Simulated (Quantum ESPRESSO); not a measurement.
# Planted mistakes on one cell of W3MoSe5S3

Calculated results; nothing here was measured. They come from pw.x of Quantum ESPRESSO 7.5, a plane-wave density functional program, with PseudoDojo standard norm-conserving files (v0.5 for PBE, v0.4.1 for LDA and PBEsol). The cells are made up: elements, strain and atom displacements were drawn at random, and nothing was relaxed. There is no spin polarisation, spin-orbit coupling or dispersion term.

The cell has 12 sites of a 2H layered lattice (rectangular cell). Sites 1 to 4 hold W Mo W W; sites 5 to 12 hold Se S Se S Se S Se Se. Cell vectors in Å: (3.303, 0.000, 0.000); (0.000, 5.721, 0.000); (0.000, 0.000, 13.179). Settings: PBE, cutoff 1170 eV, 7 x 4 x 2 k mesh shifted by half a step, Fermi-Dirac smearing of 0.025 eV.

The intended run has a self-consistency threshold of 1e-07 eV, a smearing term of 0.000 eV, a pressure of -3.28 GPa and 21 iterations. Each further run changes one thing: all lengths scaled by 0.9831; atoms of sites 2 and 4 exchanged; cutoff 682 eV; files of PBEsol; k mesh 1 x 1 x 1; one electron added; smearing 0.75 eV; threshold 0.09 eV. A coarse mesh keeps the shift, and a charged cell sits in a uniform background.

```
run  change of free energy (eV)  smearing term -TS (eV)  change of P (GPa)  largest change of a force component (eV/Å)  iterations
  A                      17.565                   0.000              -4.45                                       0.335          20
  B                      58.787                   0.000            -235.45                                       0.040          23
  C                       0.019                   0.000               0.00                                       0.539           8
  D                      -2.832                   0.000               1.15                                       1.348          22
  E                       0.023                   0.000               0.01                                       0.268          21
  F                      -3.589                 -10.775               5.04                                       0.725          20
  G                      12.578                  -0.014              11.17                                       0.479          21
  H                      -0.002                   0.000               6.80                                       1.016          22
```

A rerun of the intended cell at 1467 eV and k mesh 9 x 6 x 4 moved values by no more than 0.004 eV in the cell's energy, 0.02 GPa in stress and 0.003 eV/Å in force.

Question: which change belongs to which run?

## Worked reading

Run C has the fewest iterations, as a run stopped early does. Run F has the largest smearing term, as wide smearing gives. Run B has a higher energy and the largest fall in pressure, as too small a basis gives. Run H changes the volume by a factor of 0.9502; minus its pressure change over the logarithm of that factor, 133 GPa, is a rough bulk modulus with clamped atoms. Energies from files of another functional, or of a charged cell, have another zero and say nothing on stability; the pressure of a charged cell rests on the program's zero of potential too.

## Key

| run | change |
| --- | --- |
| A | files of PBEsol |
| B | cutoff 682 eV |
| C | threshold 0.09 eV |
| D | k mesh 1 x 1 x 1 |
| E | atoms of sites 2 and 4 exchanged |
| F | smearing 0.75 eV |
| G | one electron added |
| H | all lengths scaled by 0.9831 |